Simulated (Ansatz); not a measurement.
A distorted cell of PtS$_{2}$ (CdI2 type):

```
PtS2
1.0
    3.55249     0.00000     0.00000
   -1.77625     3.07655     0.00000
    0.00000     0.00000     5.12751
Pt S
1 2
Cartesian
  0.00000   0.00000   0.00000
  0.21409   1.92743   1.37370
  1.77625   1.02552   3.90158
```

These are r2SCAN+rVV10 (plane waves to 500 eV, PAW, scalar-relativistic; Ansatz, a program for electronic structure) values and carry that method's errors. k mesh 9×9×5 (Γ-centred), Fermi-Dirac smearing 0.05 eV. The energy includes the smearing's −TS. Stress and pressure are positive under compression. As the smearing reaches across the gap at some points, energies and forces of such displacements shift with the k mesh and the smearing. PtS2 is run without spin polarisation. PtS2 was relaxed with its symmetry unable to fall. Spin-orbit coupling is left out, though Pt is heavy. The PAW data are Ansatz's earlier set.

Task: Predict the force on every atom, in eV/Å.

Result: 
```
atom      Fx      Fy      Fz
----  ------  ------  ------
Pt1    1.089  -0.629   0.849
S2    -1.195   0.690  -1.086
S3     0.106  -0.061   0.237
```

Task: What is the stress tensor (GPa)?

Result: 
```
   -3.5      1.5     -4.1
    1.5     -1.7      2.4
   -4.1      2.4     -4.5
```
The pressure, a third of the trace, is -3.2 GPa.

Task: In it atom 2 sits (0.214, -0.124, 0.148) Å away from its relaxed site. What is its energy relative to the relaxed cell?

Result: 303 meV/cell.

(For displaced atoms, the force is minus the slope of the energy, and its curvature is a force constant, which sets phonon frequencies.)
